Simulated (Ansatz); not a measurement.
CuCl (zinc blende, F-43m), a = 5.2078 Å, b = 5.2078 Å, c = 5.2078 Å, α = 90.00°, β = 90.00°, γ = 90.00°; the cell used has 2 atoms.

Relaxed with LDA.

Decompose the optical modes at the zone centre into irreducible representations, and say which are infrared and Raman allowed.

Point group -43m: Γ_opt = T2. Infrared: T2. Raman: T2.

Assign frequencies (DFPT, LDA in the plane-wave PAW code Ansatz; without the LO–TO term).

T2 190 cm⁻¹.

The cell was relaxed with LDA under the symmetry of its start; phonons on a q-mesh show no instability. The run is not spin-polarised.

Potentials: the later of the program's two PAW sets.
